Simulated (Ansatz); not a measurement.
Two states of GdInGa

```
CELL_PARAMETERS angstrom
7.63672 0.00000 0.00000
-3.81836 6.61359 0.00000
0.00000 0.00000 3.94729
ATOMIC_POSITIONS crystal
Ga 0.00000 0.00000 0.50000
Ga 0.33330 0.66670 0.00000
Ga 0.66670 0.33330 0.00000
Gd 0.59500 0.00000 0.50000
Gd 0.40500 0.40500 0.50000
Gd 0.00000 0.59500 0.50000
In 0.25500 0.00000 0.00000
In 0.74500 0.74500 0.00000
In 0.00000 0.25500 0.00000
```

The numbers come from plane-wave PAW DFT (Ansatz): r2SCAN, 500 eV, 4×4×6 Γ-centred k points, cold occupations (width 0.1376 eV). Nothing was relaxed.

State A: Gd4 up, Gd5 up, Gd6 up (collinear spin). State B: Gd4 up, Gd5 down, Gd6 up (collinear spin).

Problem. Which state is lower, and how do they differ?

Solution. State A is lower by 8.0 meV an atom at zero smearing. So small a gap isn't resolved on this mesh where a state is a metal.

| state | free energy (meV/atom) | largest moment in a small sphere (μB) | net moment (μB/cell) | gap on mesh (eV) | pressure (GPa) | largest force (eV/Å) |
| --- | --- | --- | --- | --- | --- | --- |
| A | 0.0 | 7.23 | 22.67 | metal | 3.8 | 0.47 |
| B | 8.1 | 7.20 | 7.65 | metal | 3.8 | 0.50 |

Origin: a known structure type with other elements, at an estimated volume, so it need not be a known compound. Caveats: f shells without a U or exact exchange are poorly placed.
